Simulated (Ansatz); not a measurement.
The elements of this relaxed trial crystal are hidden behind letters.

```
lattice vectors (Å)
   4.2857    0.0000    0.0000
   0.0000    4.2857    0.0000
   0.0000    0.0000   12.1589
fractional positions
X 0.5000 0.5000 0.5000
Z 0.0000 0.0000 0.7405
Z 0.5000 0.5000 0.0000
Z 0.0000 0.0000 0.2595
Q 0.5000 0.0000 0.1298
Q 0.0000 0.5000 0.3906
Q 0.5000 0.0000 0.6094
Q 0.0000 0.5000 0.8702
```

Method: DFT PBE, scalar-relativistic, plane waves, PAW (Ansatz). The final run on the 8-atom cell used 420 eV, a Γ-centred 10×10×4 mesh, 0.10 eV smearing and no spin polarisation.

- Space group: P-4m2 (No. 115)
- Conventional cell: a = 4.286 Å, c = 12.159 Å
- Volume per atom: 27.92 Å³
- Density: 4.99 g/cm³
- Energy over the elements: −0.29 eV/atom
- Gap on the 10×10×4 mesh of the 8-atom cell: 0 eV (the bands meet within 0.015 eV)

Energies are uncorrected and count from the elements' standard states at the same level.

**Question.** X is a p-block element of period 3, Z is a p-block element of period 5 and Q is a p-block element of period 4. Which elements are they?

**Answer.** X = Al, Z = In, Q = As, so the formula is AlIn3As4. Density times volume gives a mean mass of 4.99 × 27.92/1.6605 = 83.9 u per atom, and this set has 83.9 u. Al has 4 As at 2.52 Å; In on a site of symmetry 2mm is surrounded by 4 As at 2.66–2.67 Å; around As on its first site lie 4 In at 2.66 Å; 2 more sites not described. Other sets within the hints have nearly the same mass, so mass alone doesn't settle it; this one was computed.

The zero gap may come from the functional, which often closes small gaps. A structure relaxed within its symmetry needn't be a true minimum.
